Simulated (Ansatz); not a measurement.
EuCuO₂ (R-3m); total moment held at 7.5 μB.

```
CELL_PARAMETERS angstrom
1.81500 1.04789 5.69000
-1.81500 1.04789 5.69000
0.00000 -2.09578 5.69000
ATOMIC_POSITIONS crystal
Eu 0.50000 0.50000 0.50000
Cu 0.00000 0.00000 0.00000
O 0.10800 0.10800 0.10800
O 0.89200 0.89200 0.89200
```

The source of the geometry is a structure as deposited in COD; atoms and cell stay fixed.

Settings: LDA, 9×9×9 k mesh, Fermi–Dirac smearing of 0.03 eV. LAPW is all-electron LAPW in Ansatz 0.2.0. Site moments are integrated in spheres about the atoms. Start moments (μB): Eu1 7.5.

The self-consistent cycle went as follows.

```json
{"iteration": "1", "Harris–Foulkes energy less the last (meV)": "-9036.712", "density residual (eV)": "3.1e+01", "M (μB)": "7.5000", "∫|m| (μB)": "7.5261"}
{"iteration": "2", "Harris–Foulkes energy less the last (meV)": "-3802.385", "density residual (eV)": "3.0e+00", "M (μB)": "7.5000", "∫|m| (μB)": "7.5001"}
{"iteration": "3", "Harris–Foulkes energy less the last (meV)": "-1361.516", "density residual (eV)": "6.6e+00", "M (μB)": "7.5000", "∫|m| (μB)": "7.5004"}
{"iteration": "4", "Harris–Foulkes energy less the last (meV)": "-608.224", "density residual (eV)": "3.2e+00", "M (μB)": "7.5000", "∫|m| (μB)": "7.5004"}
{"iteration": "5", "Harris–Foulkes energy less the last (meV)": "-162.276", "density residual (eV)": "1.0e+00", "M (μB)": "7.5000", "∫|m| (μB)": "7.5003"}
{"iteration": "6", "Harris–Foulkes energy less the last (meV)": "-34.053", "density residual (eV)": "1.5e-01", "M (μB)": "7.5000", "∫|m| (μB)": "7.5007"}
{"iteration": "7", "Harris–Foulkes energy less the last (meV)": "3.797", "density residual (eV)": "1.8e-02", "M (μB)": "7.5000", "∫|m| (μB)": "7.5011"}
{"iteration": "8", "Harris–Foulkes energy less the last (meV)": "-10.915", "density residual (eV)": "1.3e-02", "M (μB)": "7.5000", "∫|m| (μB)": "7.5014"}
{"iteration": "9", "Harris–Foulkes energy less the last (meV)": "0.620", "density residual (eV)": "7.8e-03", "M (μB)": "7.5000", "∫|m| (μB)": "7.5013"}
{"iteration": "10", "Harris–Foulkes energy less the last (meV)": "-0.178", "density residual (eV)": "3.0e-03", "M (μB)": "7.5000", "∫|m| (μB)": "7.5013"}
{"iteration": "11", "Harris–Foulkes energy less the last (meV)": "0.106", "density residual (eV)": "1.6e-03", "M (μB)": "7.5000", "∫|m| (μB)": "7.5014"}
{"iteration": "12", "Harris–Foulkes energy less the last (meV)": "-0.004", "density residual (eV)": "1.2e-04", "M (μB)": "7.5000", "∫|m| (μB)": "7.5015"}
{"iteration": "13", "Harris–Foulkes energy less the last (meV)": "-0.001", "density residual (eV)": "7.2e-06", "M (μB)": "7.5000", "∫|m| (μB)": "7.5015"}
{"iteration": "14", "Harris–Foulkes energy less the last (meV)": "0.000", "density residual (eV)": "1.7e-06", "M (μB)": "7.5000", "∫|m| (μB)": "7.5014"}
{"iteration": "15", "Harris–Foulkes energy less the last (meV)": "0.000", "density residual (eV)": "1.2e-07", "M (μB)": "7.5000", "∫|m| (μB)": "7.5014"}
{"iteration": "16", "Harris–Foulkes energy less the last (meV)": "0.000", "density residual (eV)": "4.9e-08", "M (μB)": "7.5000", "∫|m| (μB)": "7.5014"}
{"iteration": "17", "Harris–Foulkes energy less the last (meV)": "0.000", "density residual (eV)": "1.1e-08", "M (μB)": "7.5000", "∫|m| (μB)": "7.5014"}
{"iteration": "18", "Harris–Foulkes energy less the last (meV)": "0.000", "density residual (eV)": "2.2e-08", "M (μB)": "7.5000", "∫|m| (μB)": "7.5014"}
```

Site moments (μB): Eu1 6.41, Cu2 0.37, O3 0.16, O4 0.16. Cell moment 7.50 μB.

Without U a semilocal functional puts the f levels too near the Fermi level, which can change moments and the order of magnetic states; site and cell moments are spin moments. Spin–orbit coupling is left out although heavy atoms are present. With open f shells a run can end in a state that isn't the lowest. The magnetic state is the one that this cell and start allow. It needn't be the compound's measured order, which may need a larger cell or be absent.
